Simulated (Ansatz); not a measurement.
# Checking a converged run of GdMg₂

The cell (6 atoms) is GdMg₂ as a measured crystal structure (space group Fd-3m). Source: COD entry 1523326; the sample's temperature and pressure aren't taken into account, and it need not be the stable phase.

Computed with DFT, PBEsol, PAW, plane waves, scalar-relativistic in Ansatz.

```yaml
crystal:
  lattice:
    - [0.0, 4.275, 4.275]
    - [4.275, 0.0, 4.275]
    - [4.275, 4.275, 0.0]
  atoms:
    - { symbol: Mg, position: [0.125, 0.125, 0.125] }
    - { symbol: Mg, position: [0.625, 0.125, 0.125] }
    - { symbol: Mg, position: [0.125, 0.125, 0.625] }
    - { symbol: Mg, position: [0.125, 0.625, 0.125] }
    - { symbol: Gd, position: [0.5, 0.5, 0.5], spin: 7.0 }
    - { symbol: Gd, position: [0.75, 0.75, 0.75], spin: -7.0 }
magnetization:
  spin_polarized: true
hamiltonian:
  xc: pbesol
  pseudopotentials: { kind: paw }
basis:
  ecutwfc: 420
kpoints:
  mp_grid: { grid: [5, 5, 5] }
scf:
  occupations: { method: fermi_dirac, width: 0.05 }
  lower_state_search: "off"
output:
  forces: true
  stress: true
```

Time: 13 s on 2 threads of x86-64 server CPU, on a shared host, peak memory 0.56 GiB.

The end of the output:

```
SCF converged after 23 iterations
Magnetization: 0.0000 μB (38.0000 up, 38.0000 down)
Absolute magnetization: 14.6656 μB (∫|ρ↑−ρ↓|, with the PAW one-centre terms)
Spin contamination: 7.0375 ħ² per cell (⟨S²⟩ above its minimum at these occupations)
Per-site moments (μB) at R_I (Å): [(2.4867e-7, 1.2469), (2.4867e-7, 1.2469), (2.4867e-7, 1.2469), (2.4867e-7, 1.2469), (7.0980, 1.4621), (-7.0980, 1.4621)]
Free energy (F): -26104.627737 eV
Harris-Foulkes:  -26104.627737 eV  (|F-HF|=1.28e-8)
Internal energy: -26104.561688 eV  (E = F + TS)
E sigma→0 (E₀):  -26104.594712 eV
Entropy (-TS):   -0.066049 eV (-11.008 meV/atom)
Fermi energy:    8.326000 eV
--- Forces (eV/Å), atoms counted from 1 ---
  atom   1  Mg    -0.00000016    -0.00000016    -0.00000016
  atom   2  Mg    -0.00000016     0.00000016     0.00000016
  atom   3  Mg     0.00000016     0.00000016    -0.00000016
  atom   4  Mg     0.00000016    -0.00000016     0.00000016
  atom   5  Gd     0.00000000    -0.00000000     0.00000000
  atom   6  Gd    -0.00000000     0.00000000     0.00000000
--- Stress (GPa, compression-positive) ---
       -0.675121       0.000000      -0.000000
       -0.000000      -0.675121       0.000000
       -0.000000       0.000000      -0.675121
  P = ⅓ Tr σ = -0.6751 GPa (-6.751 kbar)
```

The mesh is too coarse to rank close states of a metal with certainty: differences of some tens of meV/atom may change, at times in sign.

Site moments are taken inside atomic spheres and don't add up to the total.

Would you trust this as the ground state? If a lower solution is known, describe it.

No, on this mesh. A state 1.3 meV/atom (0.008 eV per cell) lower exists in this cell: ferromagnetic, site moments Gd5 7.23, Gd6 7.23 μB, total 15.19 μB per cell, no gap on the k-mesh. It was reached from: parallel moments, default search for lower states [Gd5 7.00, Gd6 7.00 μB]; usual moments times 0.4, signs ++, plain SCF [Gd5 2.80, Gd6 2.80 μB]. States within about 5 meV/atom are too close for this mesh, smearing and search to settle their order. “Lowest” means lowest among the runs made in this cell.
